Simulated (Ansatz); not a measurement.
LaTiO$_{3}$ (cubic perovskite)

```xyz
5
Lattice="3.9057 0.0000 0.0000 0.0000 3.9057 0.0000 0.0000 0.0000 3.9057" Properties=species:S:1:pos:R:3 pbc="T T T"
La     0.0000     0.0000     0.0000
Ti     1.9528     1.9528     1.9528
O      0.0000     1.9528     1.9528
O      1.9528     0.0000     1.9528
O      1.9528     1.9528     0.0000
```

The slice is a {110} plane (indices of the conventional cell) through the point (0.500, 0.000, 0.500) (fractional), spanned by u = [100] and v = [011] in vectors of this cell: u (3.91 Å) and v (5.52 Å, at 90° to u). It covers one period; positions are fractions (u, v).

These are PBEsol (plane waves to 420 eV, PAW, scalar-relativistic; Ansatz, a first-principles code) values and carry that method's errors. k mesh 12×12×12. Near the nuclei the fields are pseudised (PAW); where an atom keeps semicore shells as valence, they peak there. LaTiO3 is run without spin polarisation and with no Hubbard U. LaTiO3 was relaxed with its symmetry unable to fall. This is one of several known forms of LaTiO3; the measured ambient cells at hand have space group No. 62.

Question: Sketch the electron localisation function (ELF) on this plane as a map.

Answer: 
```
|xxxx@@%%--          --%%@@xx|
|@@@@@@**..          ..**@@@@|
|%%%%**::              ::**%%|
|--::..        ..        ..::|
|            ......          |
|--::..        ..        ..::|
|%%%%**::              ::**%%|
|@@@@@@**..          ..**@@@@|
|xxxx@@%%--          --%%@@xx|
|xxxx@@%%==          ==%%@@xx|
|xxxx@@%%--          --%%@@xx|
|@@@@@@**..          ..**@@@@|
|%%%%**::              ::**%%|
|--::..        ..        ..::|
|            ......          |
|--::..        ..        ..::|
|%%%%**::              ::**%%|
|@@@@@@**..          ..**@@@@|
|xxxx@@%%--          --%%@@xx|
|xxxx@@%%==          ==%%@@xx|
```
Scale: ten equal steps from 0.02 (start of ' ') to 0.82 (end of '@'), in the order ' .:-=+*#%@'. Values: electron localisation function (ELF). The map has 14 points along u (two characters each, u = 0 at the left) and 20 along v (v = 0 in the bottom row). Points within 0.4 Å of a nucleus are blanked (x), as the pseudised field means little there.
